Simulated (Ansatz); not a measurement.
**Ansatz 0.2.0, settings compared: LiIn**

Launch command:

```bash
ansatz run input.yaml --threads 1 --pin off --max-ram 2560MiB --backend cpu --events-out ev --progress --plain --runs-dir out
```

Input:

```yaml
crystal:
  lattice:
    - [0.0, 3.328901, 3.328901]
    - [3.328901, 0.0, 3.328901]
    - [3.328901, 3.328901, 0.0]
  atoms:
    - { symbol: Li, position: [0.5, 0.5, 0.5] }
    - { symbol: Li, position: [0.75, 0.75, 0.75] }
    - { symbol: In, position: [0.0, 0.0, 0.0] }
    - { symbol: In, position: [0.25, 0.25, 0.25] }
  symmetry: { tolerance: 0.0003 }
kpoints:
  mp_grid: { grid: [5, 5, 5], shift: [0, 0, 0] }
magnetization:
  spin_polarized: false
scf:
  occupations: { method: fermi_dirac, width: 0.0859 }
hamiltonian:
  pseudopotentials: { kind: paw }
  xc: r2scan
basis:
  ecutwfc: 500
output:
  forces: true
  stress: true
  eigenvalues: true
```

Origin of the cell: a known structure type with other elements, at an estimated volume, so it need not be a known compound.

Output of this run (shortened):

```
SCF iter   1: F=—  HF=-11635.149972 eV  Δρ=6.72e-3  dr2=2.44e-2  dr2_τ=1.57e-2
SCF iter   2: F=—  HF=-11635.193606 eV  Δρ=1.34e-3  dr2=1.09e-3  dr2_τ=1.23e-4
SCF iter   3: F=—  HF=-11635.194864 eV  Δρ=7.62e-4  dr2=3.16e-4  dr2_τ=9.63e-6
SCF iter   4: F=—  HF=-11635.195231 eV  Δρ=4.68e-5  dr2=2.86e-6  dr2_τ=6.61e-8
SCF iter   5: F=—  HF=-11635.195239 eV  Δρ=1.35e-5  dr2=1.92e-7  dr2_τ=6.02e-9
SCF iter   6: F=-11635.195239 eV  HF=-11635.195239 eV  Δρ=2.86e-6  dr2=4.76e-9  dr2_τ=1.01e-10
SCF 1 converged in 6 iterations: F = -11635.195239 eV  dr2 = 4.76e-9
SCF converged after 6 iterations
Free energy (F): -11635.195239 eV
Harris-Foulkes:  -11635.195239 eV  (|F-HF|=1.91e-8)
Internal energy: -11635.182143 eV  (E = F + TS)
E sigma→0 (E₀):  -11635.188691 eV
Entropy (-TS):   -0.013097 eV (-3.274 meV/atom)
Fermi energy:    9.290393 eV
--- Per-component energies (eV) ---
  E_band       = -253.481841
  E_kinetic    = 533.295795
  E_local      = -2647.939006  (includes V_loc(G=0)·N_el)
  E_nonlocal   = 666.078793
  E_hartree    = 1040.465420
  E_xc         = -424.752054
  E_vxc        = -246.927767  (∫ρ·V_xc dr)
  E_paw        = -8411.314446  (= ΣΔE_a)
  E_vpaw       = -656.229744  (= ΣTr[D̂ρ^β])
  E_aug_tail   = -0.000190  (compensation charges beyond the density's cutoff)
  E_vtau       = 17.311534  (kinetic-family band-sum trace: ∫τ·v_τ [+ j·A + Jᵃ·Aᵃ] dr)
  E_ewald      = -2392.947547
  E_core_change = 1.931092  (= ΣΔE_core)
  E_smearing   = -0.013097  (= −TS)
  Σ components = -11635.195239   (vs F -11635.195239, Δ=0.00e0)
--- Forces (eV/Å), atoms counted from 1 ---
  atom   1  Li     0.000000    -0.000000    -0.000000
  atom   2  Li     0.000000     0.000000    -0.000000
  atom   3  In     0.000000    -0.000000    -0.000000
  atom   4  In    -0.000000    -0.000000    -0.000000
  max |Σ_I F_I| component: 3.30e-17 eV/Å
--- Stress (GPa, compression-positive) ---
        3.180176       0.000000      -0.000000
       -0.000000       3.180176       0.000000
        0.000000      -0.000000       3.180176
  P = ⅓ Tr σ = 3.1802 GPa (31.802 kbar)
```

The same input was run again with these changes:

1. `scf.mixing.algorithm` default → broyden; `scf.mixing.beta` default → 0.05; `scf.mixing.ndim` default → 16; `scf.n_extra_bands` default → 2; `scf.algorithm` default → density_mixing
2. `hamiltonian.dispersion` default → d4
3. `scf.mixing.preconditioner` default → resta; `crystal.symmetry` { tolerance: 0.0003 } → { detect: false }
4. `magnetization` { spin_polarized: false } → { spin_polarized: true } (starts: ferro); `scf.mixing.algorithm` default → msr1; `scf.mixing.beta` default → 0.9; `scf.mixing.ndim` default → 16; `scf.occupations.method` fermi_dirac → cold; `scf.occupations.width` 0.0859 → 0.15; typed moments: Li1 2, Li2 3, In3 3, In4 3

| run | end | SCF iterations | P (GPa) | max force component (eV/Å) | gap on mesh (eV) | moment (μB) | ΔE(σ→0) (meV/atom) |
| --- | --- | --- | --- | --- | --- | --- | --- |
| base | converged | 6 | 3.18 | 0.000 | none | – | 0 |
| 1 | converged | 9 | 3.18 | 0.000 | none | – | 0.00 |
| 2 | converged | 6 | 2.68 | 0.000 | none | – | – |
| 3 | converged | 6 | 3.18 | 0.000 | none | – | 0.00 |
| 4 | converged | 13 | 3.17 | 0.000 | none | 0.00 | 0.15 |

Energies are compared only where functional, datasets, charge and starting cell are the same.

Caveats of the base run: the k mesh is coarse if the cell is a metal.

Run 4: a starting moment was lost.

The base run ran for 2.9 s on 1 thread of Arm Neoverse V2, on a shared host, peak memory 0.5 GiB, from the program's own first density.
